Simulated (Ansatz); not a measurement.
SrGe2Au2:
```
SrGe2Au2
1.0
   -2.25322     2.25322     5.16419
    2.25322    -2.25322     5.16419
    2.25322     2.25322    -5.16419
Sr Ge Au
1 2 2
Direct
  0.00000   0.00000   0.00000
  0.37872   0.37872   0.00000
  0.62128   0.62128   0.00000
  0.75000   0.25000   0.50000
  0.25000   0.75000   0.50000
```

Relaxed with PBEsol. Special points in fractions of this cell's reciprocal vectors: Γ (0.000, 0.000, 0.000); X (0.000, 0.000, 0.500); P (0.250, 0.250, 0.250); N (0.000, 0.500, 0.000); M (0.500, 0.500, -0.500); S (0.298, 0.702, -0.298); S0 (-0.298, 0.298, 0.298); R (-0.095, 0.095, 0.500); G (0.500, 0.500, -0.095).

Problem. List the band energies nearest the Fermi level at these points for DFT-PBEsol in the program Ansatz with PAW potentials.

Solution. In eV from the Fermi level; about four levels below and three above (degenerate sets whole), none deeper than 8.9 eV; points with the same levels are listed once.

```
k                    below                above
-  -----------------------  -------------------
Γ  -3.48 -3.13 -1.51 -1.51  0.61 0.75 0.99 0.99
X  -2.56 -2.43 -2.03 -0.98       2.20 3.36 3.91
P  -2.52 -2.52 -1.54 -1.54  1.63 4.42 4.70 4.70
N  -4.66 -3.94 -2.47 -0.48       0.85 1.23 1.68
M  -3.13 -1.78 -1.78 -0.19       0.52 0.93 2.17
S  -4.32 -0.90 -0.64 -0.60       1.80 2.05 2.26
R  -2.54 -2.06 -1.76 -0.67       2.24 3.34 4.30
```

Space group I4/mmm. The workflow started from an entry of the Crystallography Open Database (COD). Its standing as an ambient phase is unchecked. The cell was relaxed with PBEsol under the symmetry of its start; its stability against distortions is not shown here. Scalar-relativistic: spin–orbit coupling is off unless named, which matters more the heavier the elements.

Potentials: the later of the program's two PAW sets.
